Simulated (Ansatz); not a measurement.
Question: Name crystals whose computed values (PBEsol (plane waves, PAW; program Ansatz)) fall in these windows: B₀ by P(V) fit (GPa) 100 to 140; highest Γ mode, no LO–TO term (cm⁻¹) 650 to 890.

Answer: 

```tsv
crystal	B₀ by P(V) fit (GPa)	highest Γ mode, no LO–TO term (cm⁻¹)
ScPtN2, R-3m (Sc on 3b, Pt on 3a, N on 6c)	118	801
VBiO4, I4_1/amd (V on 4b, Bi on 4a, O on 16h)	114	862
ScOF, P2_1/c (Sc on 4e, O on 4e, F on 4e)	140	663
MgO, P3m1 (Pearson symbol hP12)	118	659
ScPdN2, R-3m (Sc on 3b, Pd on 3a, N on 6c)	123	731
```
Others may fit too.

Typed or built starts, not in the databases checked: ScPtN2, R-3m (Sc on 3b, Pt on 3a, N on 6c); ScPdN2, R-3m (Sc on 3b, Pd on 3a, N on 6c). Not the usual ambient phase: VBiO4, I4_1/amd (V on 4b, Bi on 4a, O on 16h); MgO, P3m1 (Pearson symbol hP12). Standing as an ambient phase not checked: ScOF, P2_1/c (Sc on 4e, O on 4e, F on 4e). All cells were relaxed under the symmetry of their starts (and spin orders); stability against distortions was not tested throughout. Rows with no word on spin ran without spin polarisation. Scalar-relativistic: spin–orbit coupling is off unless named, which matters more the heavier the elements.

Potentials: the later of the program's two PAW sets.
